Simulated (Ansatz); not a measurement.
LiPt2:
```
CELL_PARAMETERS angstrom
      0.00000     3.68980     3.68980
      3.68980     0.00000     3.68980
      3.68980     3.68980     0.00000
ATOMIC_POSITIONS crystal
  Li 0.50000 0.50000 0.50000
  Li 0.75000 0.75000 0.75000
  Pt 0.12500 0.12500 0.12500
  Pt 0.62500 0.12500 0.12500
  Pt 0.12500 0.12500 0.62500
  Pt 0.12500 0.62500 0.12500
```

Relaxed with r²SCAN. Special points in fractions of this cell's reciprocal vectors: Γ (0.000, 0.000, 0.000); X (0.500, 0.000, 0.500); U (0.625, 0.250, 0.625); K (0.375, 0.375, 0.750); L (0.500, 0.500, 0.500); W (0.500, 0.250, 0.750).

List the band energies nearest the Fermi level at these points for the program Ansatz at the r²SCAN with spin–orbit coupling level (PAW).

In eV from the Fermi level; about four levels below and three above (degenerate sets whole), none deeper than 8.9 eV; points with the same levels are listed once.

```csv
k,below,above
Γ,-0.38 -0.38 -0.38 -0.38,1.39 1.39 1.51 1.51
X,-0.55 -0.55 -0.55 -0.55,2.78 2.78 2.78 2.78
U,-0.52 -0.52 -0.32 -0.32,0.85 0.85 2.79 2.79
L,-0.56 -0.56 -0.36 -0.36,1.71 1.71 2.25 2.25
W,-0.24 -0.24 -0.17 -0.17,0.93 0.93 1.22 1.22
```

Space group Fd-3m (cubic Laves (MgCu2 type)). The workflow started from an entry of the Crystallography Open Database (COD). Its standing as an ambient phase is unchecked. Symmetry was held in the r²SCAN relaxation; whether a distortion lowers the energy is not shown. No spin polarisation was allowed.

Potentials: the later of the program's two PAW sets.
